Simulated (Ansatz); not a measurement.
ZnCu₂GeS₄:
Space group I-4 (No. 82); a = b = 5.2670 Å, c = 10.4833 Å, α = β = γ = 90.00°

```json
[
 {"atom": "Cu", "site": "2a", "symmetry": "-4..", "x": "0.0000", "y": "0.0000", "z": "0.0000"},
 {"atom": "Cu", "site": "2c", "symmetry": "-4..", "x": "0.0000", "y": "0.5000", "z": "0.2500"},
 {"atom": "Zn", "site": "2d", "symmetry": "-4..", "x": "0.5000", "y": "0.0000", "z": "0.2500"},
 {"atom": "Ge", "site": "2b", "symmetry": "-4..", "x": "0.0000", "y": "0.0000", "z": "0.5000"},
 {"atom": "S", "site": "8g", "symmetry": "1", "x": "0.2443", "y": "0.2541", "z": "0.3763"}
]
```
(The calculation used a cell of 8 atoms; values per cell refer to that cell.)

Relaxed with PBEsol.

Problem. Which orbitals make up the states near the band edges in PBEsol (plane waves, PAW; program Ansatz)?

Solution. Top 1 eV of the valence band: Cu 3d 51 %, S 3p 41 %. Bottom 1 eV of the conduction band: S 3p 49 %, Ge 4s 26 %, Cu 3d 7 %, S 3s 6 %, outside the projected shells 7 %. Projections are on Löwdin-orthogonalised atomic valence shells; empty p or d shells of many metals are not among them.

Problem. Tabulate the density of states.

Solution. States/eV per cell of 8 atoms, in 0.25 eV bins, energy from the valence-band maximum.

| E (eV) | total | S 3p | Cu 3d | Zn 3d |
|---|---|---|---|---|
| -7.85 | 0.00 | 0.00 | 0.00 | 0.00 |
| -7.60 | 0.00 | 0.00 | 0.00 | 0.00 |
| -7.35 | 15.87 | 1.71 | 0.05 | 13.59 |
| -7.10 | 23.64 | 1.53 | 0.10 | 21.40 |
| -6.85 | 0.59 | 0.08 | 0.00 | 0.43 |
| -6.60 | 1.15 | 0.67 | 0.02 | 0.10 |
| -6.35 | 2.65 | 1.58 | 0.10 | 0.17 |
| -6.10 | 6.26 | 3.82 | 0.32 | 0.27 |
| -5.85 | 2.91 | 1.85 | 0.13 | 0.16 |
| -5.60 | 4.36 | 2.76 | 0.29 | 0.26 |
| -5.35 | 5.19 | 3.29 | 0.42 | 0.28 |
| -5.10 | 4.97 | 3.15 | 0.53 | 0.20 |
| -4.85 | 6.09 | 3.90 | 0.76 | 0.20 |
| -4.60 | 5.63 | 3.83 | 0.88 | 0.14 |
| -4.35 | 7.19 | 4.86 | 1.42 | 0.13 |
| -4.10 | 11.33 | 7.09 | 3.50 | 0.12 |
| -3.85 | 6.17 | 3.64 | 2.26 | 0.07 |
| -3.60 | 9.53 | 5.32 | 3.37 | 0.45 |
| -3.35 | 12.78 | 7.64 | 3.90 | 0.65 |
| -3.10 | 1.68 | 0.98 | 0.54 | 0.09 |
| -2.85 | 0.00 | 0.00 | 0.00 | 0.00 |
| -2.60 | 0.38 | 0.02 | 0.33 | 0.00 |
| -2.35 | 8.21 | 0.20 | 7.66 | 0.01 |
| -2.10 | 20.57 | 1.00 | 18.70 | 0.05 |
| -1.85 | 7.78 | 0.94 | 6.30 | 0.03 |
| -1.60 | 9.87 | 1.83 | 7.21 | 0.04 |
| -1.35 | 7.79 | 2.05 | 5.11 | 0.05 |
| -1.10 | 8.34 | 2.47 | 5.14 | 0.03 |
| -0.85 | 5.83 | 2.13 | 3.20 | 0.03 |
| -0.60 | 7.05 | 3.02 | 3.51 | 0.04 |
| -0.35 | 3.47 | 1.66 | 1.59 | 0.03 |
| -0.10 | 0.71 | 0.37 | 0.30 | 0.01 |
| 0.15 | 0.00 | 0.00 | 0.00 | 0.00 |
| 0.40 | 0.00 | 0.00 | 0.00 | 0.00 |
| 0.65 | 0.00 | 0.00 | 0.00 | 0.00 |
| 0.90 | 0.27 | 0.12 | 0.02 | 0.00 |
| 1.15 | 1.41 | 0.67 | 0.10 | 0.00 |
| 1.40 | 3.51 | 1.72 | 0.24 | 0.01 |
| 1.65 | 2.52 | 1.32 | 0.15 | 0.01 |
| 1.90 | 0.34 | 0.16 | 0.02 | 0.00 |
| 2.15 | 0.61 | 0.08 | 0.02 | 0.00 |
| 2.40 | 1.45 | 0.21 | 0.04 | 0.00 |
| 2.65 | 3.06 | 0.46 | 0.07 | 0.00 |
| 2.90 | 5.23 | 0.88 | 0.10 | 0.01 |
| 3.15 | 5.93 | 1.06 | 0.10 | 0.01 |
| 3.40 | 3.80 | 0.73 | 0.07 | 0.00 |
| 3.65 | 3.68 | 0.76 | 0.06 | 0.00 |
| 3.90 | 3.35 | 0.73 | 0.05 | 0.00 |
| 4.15 | 3.99 | 0.86 | 0.05 | 0.00 |
| 4.40 | 2.95 | 0.55 | 0.02 | 0.00 |
| 4.65 | 3.45 | 0.47 | 0.02 | 0.00 |
| 4.90 | 5.05 | 0.65 | 0.03 | 0.00 |
| 5.15 | 5.58 | 0.61 | 0.04 | 0.00 |
| 5.40 | 5.71 | 0.58 | 0.03 | 0.00 |

The cell was relaxed with PBEsol under the symmetry of its start. No spin polarisation was allowed. Scalar-relativistic: spin–orbit coupling is off unless named, which matters more the heavier the elements.

Potentials: the later of the program's two PAW sets.
